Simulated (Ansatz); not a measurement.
ZnS:
```xyz
36
Lattice="3.8096 0.0000 0.0000 -1.9048 3.2992 0.0000 0.0000 0.0000 56.0492" Properties=species:S:1:pos:R:3 pbc="T T T"
Zn     0.0000     0.0000     9.3414
Zn     0.0000     2.1995    12.4533
Zn     0.0000     0.0000    28.0216
Zn     1.9048     1.0997    31.1332
Zn     1.9048     1.0997    15.5650
Zn     0.0000     2.1995     3.1176
Zn     0.0000     2.1995    34.2497
Zn     1.9048     1.0997    43.5993
Zn     1.9048     1.0997     6.2295
Zn     0.0000     2.1995    24.9097
Zn     0.0000     0.0000    40.4822
Zn     1.9048     1.0997    21.7986
Zn     1.9048     1.0997    52.9386
Zn     0.0000     0.0000    18.6816
Zn     0.0000     2.1995    46.7104
Zn     0.0000     0.0000     0.0064
Zn     1.9048     1.0997    37.3664
Zn     0.0000     0.0000    49.8221
S      1.9048     1.0997    55.2759
S      1.9048     1.0997    39.6990
S      0.0000     0.0000     2.3392
S      0.0000     2.1995    27.2431
S      1.9048     1.0997    33.4664
S      1.9048     1.0997     8.5629
S      0.0000     0.0000    30.3550
S      0.0000     2.1995     5.4510
S      1.9048     1.0997    45.9320
S      0.0000     0.0000    21.0190
S      1.9048     1.0997    17.8983
S      0.0000     0.0000    52.1553
S      0.0000     2.1995    14.7868
S      0.0000     2.1995    36.5870
S      0.0000     0.0000    42.8196
S      1.9048     1.0997    24.1314
S      0.0000     0.0000    11.6749
S      0.0000     2.1995    49.0438
```

Relaxed with r²SCAN. Independent-particle spectrum: no excitons, no local fields, no scissors shift; 0.1 eV broadening; ε₁ of the summed bands alone.

Problem. Tabulate the dielectric function from r²SCAN (plane waves, PAW; program Ansatz).

Solution. 

```csv
E (eV),ε₁ xx,ε₂ xx,ε₁ zz,ε₂ zz
0.0,5.52,0.00,5.54,0.00
0.4,5.54,0.00,5.56,0.00
0.8,5.60,0.00,5.62,0.00
1.2,5.70,0.00,5.72,0.00
1.6,5.85,0.00,5.87,0.00
2.0,6.07,0.00,6.09,0.00
2.4,6.41,0.00,6.44,0.00
2.8,7.08,0.30,7.13,0.26
3.2,7.25,0.73,7.31,0.75
3.6,7.60,0.97,7.64,1.01
4.0,8.22,1.27,8.23,1.31
4.4,9.44,1.88,9.31,1.84
4.8,9.71,5.51,11.02,4.92
5.2,7.99,5.56,8.64,6.28
5.6,8.44,5.41,8.28,6.54
6.0,10.84,7.81,9.02,8.31
6.4,6.43,15.77,6.47,13.88
6.8,-0.21,10.46,-0.24,10.85
7.2,0.00,8.06,0.02,8.15
7.6,1.05,7.44,0.94,7.17
8.0,-0.23,9.07,0.49,8.49
8.4,-2.70,7.81,-3.00,8.36
8.8,-3.04,5.54,-3.20,5.60
9.2,-2.70,4.30,-2.83,4.28
9.6,-2.44,3.57,-2.57,3.55
10.0,-2.07,2.88,-2.18,2.82
10.4,-1.50,2.68,-1.45,2.38
10.8,-1.44,2.68,-1.28,2.74
11.2,-1.58,2.60,-1.54,2.66
11.6,-1.73,2.10,-1.70,2.12
12.0,-1.48,1.65,-1.45,1.72
```

Problem. From ε at 3.3 eV (xx: 7.32 + 0.79i), find n, k, the normal reflectivity and the absorption coefficient.

Solution. n = 2.71, k = 0.146, R = 21 %, α = 2kE/ħc = 49000 cm⁻¹.

With all bands, ε∞ without local fields is 5.62 (xx = yy), 5.64 (zz).

Space group P3m1. The workflow started from a Materials Project entry (that database holds measured and hypothetical structures alike); the Crystallography Open Database files this formula in space group No. 156, but the cells were not matched. It is not the phase usual at ambient conditions (space group No. 186, 216). The cell was relaxed with r²SCAN under the symmetry of its start; whether a distortion lowers the energy is not shown.

Potentials: the later of the program's two PAW sets.
